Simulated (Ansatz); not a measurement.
# Symmetry broken, then relaxed in InGa2N3

The calculation used DFT PBEsol, scalar-relativistic, plane waves, PAW (Ansatz). Settings: plane waves to 420 eV, k-mesh 6×6×6 (Γ-centred), Gaussian smearing 0.05 eV. No spin polarisation. Energies are free energies at this smearing, counted from the undisturbed cell; pressure is positive in compression.

The starting cell (relaxed at this level; it needn't be the usual structure):

```
In Ga N
1.0
     4.95301   -2.85687    0.00000
     4.95301    2.85687    0.00000
     0.00000    0.00000    5.33559
In Ga N
2 4 6
Cartesian
  4.9530 0.9986 5.2809
  4.9530 -0.9986 2.6131
  1.6884 0.9339 5.2963
  8.2176 0.9339 5.2963
  8.2176 -0.9339 2.6285
  1.6884 -0.9339 2.6285
  1.7837 0.8775 1.9152
  8.1223 0.8775 1.9152
  8.1223 -0.8775 4.5830
  1.7837 -0.8775 4.5830
  4.9530 1.0977 2.1079
  4.9530 -1.0977 4.7757
```

The atoms are displaced (Å, in the unstrained cell):

```tsv
atom	ux	uy	uz
In1	-0.006	-0.022	0.015
In2	-0.002	0.002	0.004
Ga3	-0.016	0.021	-0.003
Ga4	-0.006	0.010	-0.004
Ga5	-0.012	0.023	-0.016
Ga6	0.021	0.012	0.018
N7	0.032	0.001	-0.017
N8	0.012	-0.006	0.008
N9	-0.015	-0.002	0.020
N10	0.027	-0.022	-0.036
N11	-0.005	-0.006	-0.010
N12	-0.030	-0.012	0.022
```

The cell is strained by (0.0332, -0.0189, -0.0242, -0.0155, -0.0228, 0.0686) (xx, yy, zz, yz, xz, xy; engineering shear). Cell and atoms are then relaxed.

**Question.** Does the relaxation return to the undisturbed structure?

**Answer.** Yes (up to a choice of domain or origin): same space group and volume, and an energy 0.0 meV/atom from it. The disturbance itself cost 56.2 meV/atom. The final space group reads Cmc2_1 (tolerance 0.05 Å) and the volume changes by 0.00 %.

Final structure:

```xyz
12
Lattice="4.9531 -2.8564 -0.0001 4.9535 2.8572 -0.0001 -0.0001 -0.0001 5.3355" Properties=species:S:1:pos:R:3 pbc="T T T"
In    4.9533    0.9989    5.2808
In    4.9531   -0.9982    2.6130
Ga    1.6884    0.9339    5.2962
Ga    8.2181    0.9344    5.2960
Ga    8.2180   -0.9332    2.6283
Ga    1.6883   -0.9337    2.6284
N     1.7840    0.8776    1.9151
N     8.1228    0.8781    1.9150
N     8.1224   -0.8770    4.5828
N     1.7836   -0.8775    4.5829
N     4.9534    1.0983    2.1078
N     4.9529   -1.0976    4.7756
```

The relaxation, step by step (energy from the first step; small jumps at an unchanged geometry come where the plane waves are selected anew for the new cell):

```tsv
step	ΔE (meV/atom)	largest force component (eV/Å)	pressure (GPa)
1	0.0	1.157	3.31
2	-46.8	0.946	0.68
3	-54.8	0.018	0.12
4	-54.8	0.005	-0.04
5	-56.1	0.006	0.10
6	-56.1	0.002	-0.01
7	-56.2	0.002	-0.01
```

Frames along the relaxation (Å, eV/Å):

```xyz
12
Lattice="5.019 -2.633 -0.034 5.215 2.973 -0.079 -0.061 -0.041 5.206" Properties=species:S:1:pos:R:3:forces:R:3 pbc="T T T" step=1
In    5.084    1.087    5.103    0.581    0.911   -0.697
In    5.051   -0.828    2.505   -0.234   -0.522   -0.370
Ga    1.701    0.954    5.138    0.589   -0.163   -0.470
Ga    8.457    1.167    5.063    0.584   -0.020    0.119
Ga    8.416   -0.633    2.462   -0.029   -0.751    0.224
Ga    1.704   -0.867    2.570   -0.512   -0.325   -1.041
N     1.884    0.909    1.824   -0.105    0.363    0.653
N     8.412    1.119    1.777    0.371    0.700   -0.060
N     8.294   -0.620    4.406   -0.384   -0.559   -0.209
N     1.787   -0.855    4.423   -1.157    0.309    1.138
N     5.126    1.224    1.982    0.576    0.589    0.747
N     4.994   -0.957    4.634   -0.282   -0.533   -0.032
12
Lattice="4.955 -2.844 0.004 4.963 2.857 0.002 0.003 -0.002 5.322" Properties=species:S:1:pos:R:3:forces:R:3 pbc="T T T" step=2
In    4.958    1.001    5.279   -0.065   -0.005   -0.165
In    4.959   -0.985    2.611    0.128   -0.048   -0.037
Ga    1.681    0.907    5.304    0.198    0.339   -0.440
Ga    8.190    0.938    5.283    0.766   -0.076    0.042
Ga    8.224   -0.884    2.620    0.121   -0.702    0.063
Ga    1.737   -0.921    2.664   -0.688   -0.146   -0.946
N     1.797    0.868    1.900    0.012    0.144    0.405
N     8.138    0.881    1.901   -0.012    0.372    0.085
N     8.133   -0.860    4.570   -0.211   -0.283    0.078
N     1.795   -0.890    4.553   -0.306    0.258    0.603
N     4.959    1.102    2.095    0.306    0.257    0.310
N     4.962   -1.096    4.771   -0.249   -0.110    0.002
12
Lattice="4.952 -2.849 0.000 4.957 2.859 -0.003 -0.002 -0.002 5.331" Properties=species:S:1:pos:R:3:forces:R:3 pbc="T T T" step=3
In    4.955    1.003    5.273    0.002   -0.018    0.006
In    4.952   -0.995    2.608    0.000    0.017    0.003
Ga    1.689    0.933    5.291   -0.005   -0.003    0.006
Ga    8.220    0.939    5.289   -0.003    0.001    0.004
Ga    8.218   -0.926    2.624    0.004    0.002    0.007
Ga    1.687   -0.932    2.626    0.001   -0.003    0.004
N     1.787    0.878    1.913   -0.013    0.004   -0.009
N     8.125    0.884    1.911    0.008    0.003   -0.005
N     8.120   -0.871    4.577    0.014    0.001   -0.009
N     1.782   -0.877    4.579   -0.007   -0.004   -0.005
N     4.956    1.102    2.104    0.000   -0.016   -0.002
N     4.951   -1.095    4.771    0.001    0.016   -0.001
12
Lattice="4.954 -2.850 -0.001 4.959 2.860 -0.002 -0.002 -0.001 5.333" Properties=species:S:1:pos:R:3:forces:R:3 pbc="T T T" step=4
In    4.957    1.002    5.276    0.000    0.001   -0.001
In    4.954   -0.994    2.610    0.000   -0.001   -0.001
Ga    1.689    0.934    5.292   -0.002    0.000    0.000
Ga    8.223    0.940    5.290    0.001   -0.001   -0.001
Ga    8.221   -0.926    2.624    0.002    0.001    0.000
Ga    1.688   -0.932    2.627   -0.001    0.000    0.000
N     1.786    0.879    1.914    0.005   -0.002    0.000
N     8.129    0.885    1.911   -0.005   -0.001    0.000
N     8.125   -0.871    4.578   -0.005    0.001   -0.001
N     1.781   -0.877    4.580    0.005    0.002    0.000
N     4.958    1.102    2.105    0.000    0.003    0.001
N     4.952   -1.094    4.772    0.001   -0.003    0.002
12
Lattice="4.954 -2.850 -0.001 4.959 2.860 -0.002 -0.002 -0.001 5.333" Properties=species:S:1:pos:R:3:forces:R:3 pbc="T T T" step=5
In    4.957    1.002    5.276    0.000    0.002   -0.001
In    4.954   -0.994    2.610    0.000   -0.001    0.000
Ga    1.689    0.934    5.292   -0.001    0.002   -0.001
Ga    8.223    0.940    5.290    0.004    0.000   -0.001
Ga    8.221   -0.926    2.624    0.001   -0.001   -0.001
Ga    1.688   -0.932    2.627   -0.003    0.000   -0.001
N     1.786    0.879    1.914    0.006   -0.002    0.001
N     8.129    0.885    1.911   -0.005   -0.001    0.001
N     8.125   -0.871    4.578   -0.006    0.000    0.000
N     1.781   -0.877    4.580    0.004    0.000    0.000
N     4.958    1.102    2.105    0.000    0.004    0.001
N     4.952   -1.094    4.772    0.000   -0.004    0.002
12
Lattice="4.953 -2.856 0.000 4.953 2.857 0.000 0.000 0.000 5.336" Properties=species:S:1:pos:R:3:forces:R:3 pbc="T T T" step=6
In    4.953    0.999    5.281    0.000    0.000   -0.002
In    4.953   -0.998    2.613    0.000    0.000   -0.001
Ga    1.688    0.934    5.296    0.000    0.000    0.000
Ga    8.218    0.934    5.296   -0.001    0.000    0.001
Ga    8.218   -0.933    2.628   -0.001    0.000    0.000
Ga    1.688   -0.934    2.628    0.001    0.000    0.000
N     1.784    0.878    1.915   -0.002    0.001    0.001
N     8.123    0.878    1.915    0.001    0.001    0.000
N     8.122   -0.877    4.583    0.002   -0.001    0.000
N     1.784   -0.877    4.583   -0.001   -0.001    0.001
N     4.953    1.098    2.108    0.000   -0.002    0.000
N     4.953   -1.098    4.776    0.001    0.002    0.000
12
Lattice="4.953 -2.856 0.000 4.953 2.857 0.000 0.000 0.000 5.336" Properties=species:S:1:pos:R:3:forces:R:3 pbc="T T T" step=7
In    4.953    0.999    5.281    0.000    0.000   -0.002
In    4.953   -0.998    2.613    0.000    0.000   -0.001
Ga    1.688    0.934    5.296    0.000    0.000    0.000
Ga    8.218    0.934    5.296   -0.001    0.000    0.001
Ga    8.218   -0.933    2.628   -0.001    0.000    0.000
Ga    1.688   -0.934    2.628    0.001    0.000    0.000
N     1.784    0.878    1.915   -0.002    0.001    0.001
N     8.123    0.878    1.915    0.001    0.001    0.000
N     8.122   -0.877    4.583    0.002   -0.001    0.000
N     1.784   -0.877    4.583   -0.001   -0.001    0.001
N     4.953    1.098    2.108    0.000   -0.002    0.000
N     4.953   -1.098    4.776    0.001    0.002    0.000
```

Cost: 3 runs of about 19 core-minutes in all, on Arm Neoverse V2 (shared hosts).